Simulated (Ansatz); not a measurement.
Cs2Pt:
```xyz
6
Lattice="5.7752 0.0000 0.0000 -2.8876 5.0015 0.0000 0.0000 0.0000 7.8996" Properties=species:S:1:pos:R:3 pbc="T T T"
Cs     2.8876     1.6672     1.9749
Cs     0.0000     3.3343     5.9247
Cs     0.0000     0.0000     0.0000
Cs     0.0000     0.0000     3.9498
Pt     2.8876     1.6672     5.9247
Pt     0.0000     3.3343     1.9749
```

This is the r²SCAN-relaxed structure. Cartesian axes are those of the cell as given.

### Question
All from plane-wave PAW r²SCAN (Ansatz code), unless another level is named. Give the hole effective mass, band 1 of 2 at the edge.

### Answer
2.0 along x, 7.8 along z (mₑ).

### Question
Give the smallest direct gap on the standard path.

### Answer
2.08 eV.

### Question
What about the electron effective mass?

### Answer
0.24, 0.79, 3.4 mₑ (principal values).

### Question
Give the valence-band maximum.

### Answer
at Γ.

### Question
Give the conduction-band minimum.

### Answer
off the standard path, at k = (-0.005, 0.276, 0.448) in fractions of the reciprocal vectors.

Space group P6_3/mmc. The first step of the workflow began from a Materials Project structure, measured or hypothetical; the Crystallography Open Database copy checked does not list it. Whether it is the stable phase at ambient conditions was not checked. The cell was relaxed with r²SCAN under the symmetry of its start; whether a distortion lowers the energy is not shown. No spin polarisation was allowed. Scalar-relativistic: spin–orbit coupling is off unless named, which matters more the heavier the elements.

Potentials: the later of the program's two PAW sets.
